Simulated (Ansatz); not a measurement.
Here is the system:

Sr₂FeH₆:
```cif
data_H24Fe4Sr8
_chemical_formula_sum 'Sr8 Fe4 H24'
_space_group_name_H-M_alt 'Fm-3m'
_space_group_IT_number 225
_space_group_name_Hall '-F 4 2 3'
_cell_length_a 7.26062
_cell_length_b 7.26062
_cell_length_c 7.26062
_cell_angle_alpha 90.000
_cell_angle_beta 90.000
_cell_angle_gamma 90.000
loop_
_atom_site_label
_atom_site_type_symbol
_atom_site_symmetry_multiplicity
_atom_site_Wyckoff_symbol
_atom_site_fract_x
_atom_site_fract_y
_atom_site_fract_z
_atom_site_occupancy
Sr1 Sr 8 c 0.25000 0.25000 0.25000 1
Fe1 Fe 4 a 0.00000 0.00000 0.00000 1
H1 H 24 e 0.00000 0.00000 0.21893 1
```
(The calculation used a cell of 9 atoms; values per cell refer to that cell.)

This is the LDA-relaxed structure.

**Question.** All from DFT-LDA in the program Ansatz with PAW potentials, unless another level is named. Give the vibrational entropy at 300 K.

**Answer.** 13.1 J/(K·mol of atoms).

**Question.** What about the Poisson's ratio?

**Answer.** 0.24.

**Question.** What about the elastic constants (relaxed ions, GPa)?

**Answer.** C11 = 119, C12 = 28.7, C44 = 31.6.

**Question.** Predict the zero-point energy.

**Answer.** 143.6 meV/atom.

The first step of the workflow began from a Materials Project structure, measured or hypothetical; the Crystallography Open Database copy checked does not list it. Its standing as an ambient phase is unchecked. The LDA relaxation kept the symmetry of its start; phonons on a q-mesh show no instability. The run is not spin-polarised.

Potentials: the later of the program's two PAW sets.
